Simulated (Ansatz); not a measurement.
SiC (wurtzite, P6_3mc) at seven volumes, the program Ansatz at the LDA level (PAW), shape and atoms relaxed at each. One row is withheld.

```csv
V (Å³/atom),P (GPa)
9.232,26.03
9.536,?
9.840,7.44
10.145,0.00
10.449,-6.43
10.753,-11.98
11.058,-16.77
```

Task: Fit the shown pressures and predict the withheld one.

Result: P = (3/2)B₀(x^(7/2) − x^(5/2))[1 + (3/4)(B′ − 4)(x − 1)] with x = (V₀/V)^(2/3). Least squares on the six rows gives V₀ = 10.145 Å³/atom, B₀ = 230 GPa, B′ = 3.88. At V = 9.536, x = 1.0421 and P = 16.06 GPa. The run itself gave 16.05 GPa.

The LDA relaxation kept the symmetry of its start; phonons on a q-mesh show no instability.

Potentials: the later of the program's two PAW sets.
